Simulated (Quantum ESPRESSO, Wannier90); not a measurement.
## Tight-binding from DFT: RbAu (CsCl type)

Structure: Materials Project mp-30373, symmetrised, not relaxed again. COD (Crystallography Open Database) has an entry of this formula and space group (matched by these alone). Level: PBEsol, spinors with spin-orbit coupling; pw.x of Quantum ESPRESSO at 61 Ry with PseudoDojo potentials, 6×6×6 k-points, Wannier90. Density: 10×10×10 mesh, cold smearing 0.01 Ry. The gap is small at this level and was sampled on the meshes and a path alone.

On the energy scale of pw.x, whose zero is arbitrary, the valence-band maximum lies at 7.13 eV.

Input w.win:

```
num_bands = 2
num_wann = 2
exclude_bands = 1-2,5-74
spinors = true
num_iter = 1000
conv_tol = 1.0e-6
conv_window = 4
write_hr = true
write_u_matrices = true
auto_projections = true
begin unit_cell_cart
ang
    4.1045900000    0.0000000000    0.0000000000
    0.0000000000    4.1045900000    0.0000000000
    0.0000000000    0.0000000000    4.1045900000
end unit_cell_cart
begin atoms_frac
Rb   0.5000000000  0.5000000000  0.5000000000
Au   0.0000000000  0.0000000000  0.0000000000
end atoms_frac
mp_grid = 6 6 6
begin kpoints
0.0000000000 0.0000000000 0.0000000000
0.0000000000 0.0000000000 0.1666666667
0.0000000000 0.0000000000 0.3333333333
... (213 more lines: the 6x6x6 mesh through Gamma)
end kpoints
```

Input of pw2wannier90.x that gives the overlap and projection files (equivalent; here they were cut from one run over all bands):

```
&inputpp
  outdir = './out'
  prefix = 'pwscf'
  seedname = 'w'
  write_amn = .true.
  write_mmn = .true.
  scdm_proj = .true.
  scdm_entanglement = 'isolated'
/
```

Output w.wout (banner and timings cut):

```
                                    ------
                                    SYSTEM
                                    ------

                              Lattice Vectors (Ang)
                    a_1     4.104590   0.000000   0.000000
                    a_2     0.000000   4.104590   0.000000
                    a_3     0.000000   0.000000   4.104590

                   Unit Cell Volume:      69.15273  (Ang^3)

                        Reciprocal-Space Vectors (Ang^-1)
                    b_1     1.530771   0.000000   0.000000
                    b_2     0.000000   1.530771   0.000000
                    b_3     0.000000   0.000000   1.530771

 *----------------------------------------------------------------------------*
 |   Site       Fractional Coordinate          Cartesian Coordinate (Ang)     |
 +----------------------------------------------------------------------------+
 | rb   1   0.50000   0.50000   0.50000   |    2.05229   2.05229   2.05229    |
 | au   1   0.00000   0.00000   0.00000   |    0.00000   0.00000   0.00000    |
 *----------------------------------------------------------------------------*
                                ------------
                                K-POINT GRID
                                ------------

             Grid size =  6 x  6 x  6      Total points =  216

 *---------------------------------- MAIN ------------------------------------*
 |  Number of Wannier Functions               :                 2             |
 |  Number of Objective Wannier Functions     :                 2             |
 |  Number of input Bloch states              :                 2             |
 |  Output verbosity (1=low, 5=high)          :                 1             |
 |  Timing Level (1=low, 5=high)              :                 1             |
 |  Optimisation (0=memory, 3=speed)          :                 3             |
 |  Length Unit                               :               Ang             |
 |  Post-processing setup (write *.nnkp)      :                 F             |
 |  Using Gamma-only branch of algorithms     :                 F             |
 *----------------------------------------------------------------------------*
 *------------------------------- WANNIERISE ---------------------------------*
 |  Total number of iterations                :              1000             |
 |  Number of CG steps before reset           :                 5             |
 |  Trial step length for line search         :             2.000             |
 |  Convergence tolerence                     :         0.100E-05             |
 |  Convergence window                        :                 4             |
 |  Iterations between writing output         :                 1             |
 |  Iterations between backing up to disk     :               100             |
 |  Write r^2_nm to file                      :                 F             |
 |  Write xyz WF centres to file              :                 F             |
 |  Write on-site energies <0n|H|0n> to file  :                 F             |
 |  Use guiding centre to control phases      :                 F             |
 |  Use phases for initial projections        :                 F             |
 *----------------------------------------------------------------------------*
 *-------------------------------- PLOTTING ----------------------------------*
 |  Plotting Hamiltonian in WF basis          :                 T             |
 *----------------------------------------------------------------------------*

 *---------------------------------- K-MESH ----------------------------------*
 +----------------------------------------------------------------------------+
 |                    Distance to Nearest-Neighbour Shells                    |
 |                    ------------------------------------                    |
 |          Shell             Distance (Ang^-1)          Multiplicity         |
 |          -----             -----------------          ------------         |
 |             1                   0.255128                      6            |
 |             2                   0.360806                     12            |
 |             3                   0.441895                      8            |
 |             4                   0.510257                      6            |
 |             5                   0.570484                     24            |
 |             6                   0.624934                     24            |
 |             7                   0.721612                     12            |
 |             8                   0.765385                     30            |
       ... (lines left out)
 +----------------------------------------------------------------------------+
 | The b-vectors are chosen automatically                                     |
 | The following shells are used:                       1                     |
 +----------------------------------------------------------------------------+
 |                        Shell   # Nearest-Neighbours                        |
 |                        -----   --------------------                        |
 |                          1               6                                 |
 +----------------------------------------------------------------------------+
 | Completeness relation is fully satisfied [Eq. (B1), PRB 56, 12847 (1997)]  |
 +----------------------------------------------------------------------------+
 |                  b_k Vectors (Ang^-1) and Weights (Ang^2)                  |
 |                  ----------------------------------------                  |
 |            No.         b_k(x)      b_k(y)      b_k(z)        w_b           |
 |            ---        --------------------------------     --------        |
 |             1         0.000000    0.000000    0.255128     7.681611        |
 |             2         0.000000    0.255128    0.000000     7.681611        |
 |             3         0.255128    0.000000    0.000000     7.681611        |
 |             4         0.000000    0.000000   -0.255128     7.681611        |
 |             5         0.000000   -0.255128    0.000000     7.681611        |
 |             6        -0.255128    0.000000    0.000000     7.681611        |
 +----------------------------------------------------------------------------+
 |                           b_k Directions (Ang^-1)                          |
 |                           -----------------------                          |
 |            No.           x           y           z                         |
 |            ---        --------------------------------                     |
 |             1         0.000000    0.000000    0.255128                     |
 |             2         0.000000    0.255128    0.000000                     |
 |             3         0.255128    0.000000    0.000000                     |
 +----------------------------------------------------------------------------+

 Starting a new Wannier90 calculation ...

 Reading overlaps from w.mmn

 Reading projections from w.amn

 *------------------------------- WANNIERISE ---------------------------------*
 +--------------------------------------------------------------------+<-- CONV
 | Iter  Delta Spread     RMS Gradient      Spread (Ang^2)            |<-- CONV
 +--------------------------------------------------------------------+<-- CONV

 ------------------------------------------------------------------------------
 Initial State
  WF centre and spread    1  ( -0.000000,  0.000000, -0.000000 )     0.31159874
  WF centre and spread    2  (  0.000000, -0.000000,  0.000000 )     0.31159875
  Sum of centres and spreads (  0.000000, -0.000000,  0.000000 )     0.62319749

      0     0.623E+00     0.0000000000        0.6231974900  <-- CONV
        O_D=      0.0000000 O_OD=      0.0000001 O_TOT=      0.6231975 <-- SPRD
 ------------------------------------------------------------------------------
      1    -0.869E-07     0.0004069639        0.6231974032  <-- CONV
        O_D=      0.0000000 O_OD=      0.0000000 O_TOT=      0.6231974 <-- SPRD
      2    -0.148E-07     0.0001433893        0.6231973884  <-- CONV
        O_D=      0.0000000 O_OD=      0.0000000 O_TOT=      0.6231974 <-- SPRD
      3    -0.525E-08     0.0000830205        0.6231973831  <-- CONV
        O_D=      0.0000000 O_OD=      0.0000000 O_TOT=      0.6231974 <-- SPRD
      4    -0.235E-08     0.0000531218        0.6231973808  <-- CONV
        O_D=      0.0000000 O_OD=      0.0000000 O_TOT=      0.6231974 <-- SPRD
             <<<     Delta < 1.000E-06  over  4 iterations     >>>
             <<< Wannierisation convergence criteria satisfied >>>
 Final State
  WF centre and spread    1  ( -0.000000, -0.000000, -0.000000 )     0.31159869
  WF centre and spread    2  (  0.000000, -0.000000,  0.000000 )     0.31159869
  Sum of centres and spreads (  0.000000, -0.000000,  0.000000 )     0.62319738

         Spreads (Ang^2)       Omega I      =     0.623197379
        ================       Omega D      =     0.000000000
                               Omega OD     =     0.000000001
    Final Spread (Ang^2)       Omega Total  =     0.623197381
```
